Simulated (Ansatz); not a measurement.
NaCrF₃, a known structure type with other elements, at an estimated volume

```
Cr F Na
1.0
     4.28841    0.00000    0.00000
     0.00000    4.28841    0.00000
     0.00000    0.00000    4.28841
Cr F Na
1 3 1
Cartesian
  0.0000 0.0000 0.0000
  2.1442 0.0000 0.0000
  0.0000 2.1442 0.0000
  0.0000 0.0000 2.1442
  2.1442 2.1442 2.1442
```

Level: PBE, with U_eff = 5.99 eV on Cr d (all-electron-ortho-atomic projectors), collinear spin; 420 eV; 6×6×6 Γ-centred mesh; fermi-dirac occupations (width 0.0787 eV); Ansatz 0.2.0, fixed geometry.

Magnetic state (reached from a saved solution, and it need not be the lowest): Cr1 up.

- Moments: Cr1 +3.75 μB of spin moment in Bader basins; net size 4.00 μB a cell.
- Charges: Bader charges in e: Na +0.94, Cr +1.64, F -0.86. In the mean Cr gives up most and F takes most.
- Electronic structure: The gap is 1.05 eV, indirect or between spins (the least direct gap found is 2.20 eV).
- Forces: The forces vanish by the symmetry of the sites.

Origin: a known structure type with other elements, at an estimated volume, so it need not be a known compound.
